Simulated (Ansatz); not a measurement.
NbN (rock salt)

```
NbN
1.0
    0.00000     2.21059     2.21059
    2.21059     0.00000     2.21059
    2.21059     2.21059     0.00000
N Nb
1 1
Direct
  0.00000   0.00000   0.00000
  0.50000   0.50000   0.50000
```

The slice is a {100} plane (indices of the conventional cell) through the point (0.000, 0.000, 0.000) (fractional), spanned by u = [100] and v = [0 1 -1] in vectors of this cell: u (3.13 Å) and v (3.13 Å, at 90° to u). It covers one period; positions are fractions (u, v).

Calculation: PBE (plane waves to 420 eV, PAW, scalar-relativistic; Ansatz, a program for electronic structure). k mesh 18×18×18. Near the nuclei the fields are pseudised (PAW); where an atom keeps semicore shells as valence, they peak there. NbN is run without spin polarisation. NbN was relaxed with its symmetry unable to fall. The PAW data are Ansatz's earlier set. This is a high-temperature form of NbN.

Question: What is the ELF at the density minimum of the shortest N–Nb line in this plane (2.21 Å)?

Answer: 0.2.

Question: What is the valence density on the shortest N–Nb line in this plane (2.21 Å), at its minimum between the atoms?

Answer: 0.53 e/Å³.

Question: Sketch the valence electron density on this plane as a map.

Answer: 
```
|%%%%#*+=-:.       .:-=+*#%%%|
|%%%%#*+=-:.       .:-=+*#%%%|
|%%%#*+=-::..     ..::-=+*#%%|
|###**+=-::.........::-=+**##|
|***++=--:::::---:::::--=++**|
|+++==--:::--=====--:::--==++|
|===---::--=+*****+=--::---==|
|---::::-=+**##%##**+=-::::--|
|:::::::-+*#%%@@@%%#*+-::::::|
|.....:-=*#%@@@@@@@%#*=-:....|
|   ..:-+*%@@@@@@@@@%*+-:..  |
|    .:=*#%@@@@@@@@@%#*=:.   |
|    .-=*#@@@@@@@@@@@#*=-.   |
|    .-=*%@@@@@@@@@@@%*=-.   |
|    .-=*#@@@@@@@@@@@#*=-.   |
|    .:=*#%@@@@@@@@@%#*=:.   |
|   ..:-+*%@@@@@@@@@%*+-:..  |
|.....:-=*#%@@@@@@@%#*=-:....|
|:::::::-+*#%%@@@%%#*+-::::::|
|---::::-=+**##%##**+=-::::--|
|===---::--=+*****+=--::---==|
|+++==--:::--=====--:::--==++|
|***++=--:::::---:::::--=++**|
|###**+=-::.........::-=+**##|
|%%%#*+=-::..     ..::-=+*#%%|
|%%%%#*+=-:.       .:-=+*#%%%|
|%%%%#*+=-:.       .:-=+*#%%%|
|%%%%#*+=-:.       .:-=+*#%%%|
```
Scale: ten equal steps from -0.66 (start of ' ') to 0.71 (end of '@'), in the order ' .:-=+*#%@'. Values: log₁₀ of the valence density in e/Å³. The map has 28 points along u (one character each, u = 0 at the left) and 28 along v (v = 0 in the bottom row). The scale is logarithmic, as a density can span decades between atoms and voids.
